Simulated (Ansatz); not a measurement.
This cell of MgS (rock salt) is off equilibrium:

```
MgS
1.0
    0.00000     5.22970     5.22970
    2.61485     0.00000     2.61485
    2.61485     2.61485     0.00000
S Mg
2 2
Direct
  0.98454   0.01030   0.01030
  0.51546   0.98970   0.98970
  0.25000   0.50000   0.50000
  0.75000   0.50000   0.50000
```

Method: PBE (plane waves to 420 eV, PAW, scalar-relativistic; Ansatz, a quantum-chemistry and plane-wave program). k mesh 11×11×11 (Γ-centred), Fermi-Dirac smearing 0.05 eV. Compression counts positive. MgS was relaxed with its symmetry unable to fall.

Problem. Predict the force on every atom, in eV/Å.

Solution. 
| atom | Fx | Fy | Fz |
|---|---|---|---|
| S1 | -0.537 | 0.537 | 0.537 |
| S2 | 0.537 | -0.537 | -0.537 |
| Mg3 | 0.000 | 0.000 | 0.000 |
| Mg4 | 0.000 | 0.000 | 0.000 |

(A displaced cell: forces are minus the slopes of the energy, force constants its curvatures, and phonons follow from these.)
